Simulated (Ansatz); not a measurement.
One crystal and one scan (frozen-phonon scan) at two levels, PBE (plane waves to 420 eV, PAW, scalar-relativistic; Ansatz, a quantum-chemistry and plane-wave program) and r2SCAN (plane waves to 500 eV, PAW, scalar-relativistic; Ansatz), each from its own relaxed cell and on its own mesh. The cell shown is that of PBE.

Relaxed LiCl (rock salt):

```yaml
crystal:
  lattice:
    - [0.00000, 5.15039, 5.15039]
    - [2.57520, 2.57520, 5.15039]
    - [2.57520, 2.57520, 0.00000]
  atoms:
    - { symbol: Cl, position: [0.00000, 0.00000, 0.00000] }
    - { symbol: Cl, position: [0.50000, 0.00000, 0.00000] }
    - { symbol: Li, position: [0.00000, 0.50000, 0.50000] }
    - { symbol: Li, position: [0.50000, 0.50000, 0.50000] }
```

A phonon eigenvector at X = (0.5, 0.5, 0.0) is frozen into this cell: atom i moves by Q times the vector below, so Q is the largest atomic displacement, in Å. The cell is held. (q is in reciprocal vectors of the primitive cell; the cell shown is doubled to hold the pattern.)

```tsv
atom	x	y	z
Cl1	0.000	0.000	0.011
Cl2	0.000	0.000	-0.011
Li3	0.000	0.000	1.000
Li4	0.000	0.000	-1.000
```

LiCl was relaxed with its symmetry unable to fall. Percentages come from the unrounded values. Both scans cover Q from -0.280 to 0.280 Å.

| quantity | PBE | r2SCAN | PBE − r2SCAN |
|---|---|---|---|
| Lattice constant a (Å) | 5.150 | 5.112 | +0.038 (+0.7 %) |
| Band gap of the relaxed cell, no spin-orbit coupling (eV) | 6.26 | 7.29 | -1.03 (-14 %) |
| Energy at Q = 0.280 Å (meV/cell) | 107.4 | 143.7 | -36.3 (-25 %) |
| Harmonic wavenumber from the curvature (finite differences) (cm⁻¹ (negative: imaginary)) | 209 | 234 | -25 (-11 %) |

PBE gives the higher value for: lattice constant a. PBE gives the lower value for: band gap of the relaxed cell, no spin-orbit coupling; energy at Q = 0.280 Å; harmonic wavenumber from the curvature. Both give the same space group of the distorted cell: P4/nmm (No. 129), lowered from Fm-3m. Neither level is exact: the differences show how much the result hangs on the functional.

ΔE (meV/cell), each from the undisplaced structure of its own level:

| Q (Å) | PBE | r2SCAN |
|---|---|---|
| -0.280 | 107.4 | 143.7 |
| -0.233 | 70.4 | 93.3 |
| -0.187 | 42.9 | 56.4 |
| -0.140 | 23.2 | 30.3 |
| -0.093 | 10.0 | 13.0 |
| -0.047 | 2.5 | 3.2 |
| 0.000 | 0.0 | 0.0 |
| 0.047 | 2.5 | 3.2 |
| 0.093 | 10.0 | 13.0 |
| 0.140 | 23.2 | 30.3 |
| 0.187 | 42.9 | 56.4 |
| 0.233 | 70.4 | 93.3 |
| 0.280 | 107.4 | 143.7 |

(A displaced cell: forces are minus the slopes of the energy, force constants its curvatures, and phonons follow from these.)
